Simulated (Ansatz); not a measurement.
# Property card for RuW

RuW:
Space group Fm-3m (No. 225); a = b = c = 5.0984 Å, α = β = γ = 90.00°

```
atom  site  symmetry       x       y       z
----  ----  --------  ------  ------  ------
Ru      4a      m-3m  0.0000  0.0000  0.0000
W       4b      m-3m  0.5000  0.5000  0.5000
```
(The calculation used a cell of 2 atoms; values per cell refer to that cell.)

Space group Fm-3m (No. 225), rock salt; conventional cell a = b = c = 5.0984 Å, α = β = γ = 90.00°.

Method: r²SCAN (plane waves, PAW; program Ansatz). The cell and atoms are relaxed at this level. Other levels are named where they apply.

**Cell and energy**

```yaml
volume_per_atom: 16.57 Å³
density: 14.28 g/cm³
Formation energy from the elements (no fitted shifts): 97 kJ/mol of atoms
```

**Electronic structure**

```yaml
electronic_character: metallic (no gap)
Density of states at the Fermi level: 0.67 states/eV per atom (mean over ±0.08 eV)
Gap with spin–orbit coupling: none (metallic)
```

**Mechanics**

```yaml
Bulk modulus (Birch–Murnaghan fit): 248 GPa
Pressure derivative B′: 4.4
Elastic constants (relaxed ions, GPa): C11 = 382, C12 = 180, C44 = -23.5
mechanical_stability: unstable (C has a negative eigenvalue)
```

**Charges**

```yaml
bader_charges: Ru -0.82, W +0.82 e
```

The start of the workflow was typed in or built on a structure type; neither database checked (COD, Materials Project) lists it. Whether it is the stable phase at ambient conditions was not checked. The r²SCAN relaxation kept the symmetry of its start. No spin polarisation was allowed. Its formation energy is positive at this level, so the cell may be metastable or incomplete. As this level gives no gap, shear constants depend on the k-mesh and smearing (Fermi–Dirac, 0.1 eV here). The references are the lowest solids computed at this level, not always the standard phases. Spin–orbit coupling is left out wherever it is not named.

Potentials: the later of the program's two PAW sets.
